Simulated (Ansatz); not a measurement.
AlN:
```
CELL_PARAMETERS angstrom
      3.10664     0.00000     0.00000
     -1.55332     2.69043     0.00000
      0.00000     0.00000     4.97863
ATOMIC_POSITIONS crystal
  Al 0.66667 0.33333 0.00341
  Al 0.33333 0.66667 0.50341
  N  0.66667 0.33333 0.62179
  N  0.33333 0.66667 0.12179
```

Cartesian axes are those of the cell as given.

Give the high-frequency dielectric tensor and the Born effective charge tensors of the independent atoms from DFPT, plane-wave PAW r²SCAN (Ansatz code).


ε∞:
```
4.14  0.00  0.00
0.00  4.14  0.00
0.00  0.00  4.33
```
Z* of atom 1 (Al), rows: field, columns: displacement, in e:
```
2.53  0.00  0.00
0.00  2.53  0.00
0.00  0.00  2.68
```
Z* of atom 3 (N), rows: field, columns: displacement, in e:
```
-2.53   0.00   0.00
 0.00  -2.53   0.00
 0.00   0.00  -2.68
```

Static charges for comparison (Bader): Al1 +2.49, N3 -2.49 e. Born charges measure polarisation by displacement and can exceed these by far.

Space group P6_3mc (wurtzite). The r²SCAN relaxation kept the symmetry of its start.

Potentials: the later of the program's two PAW sets.
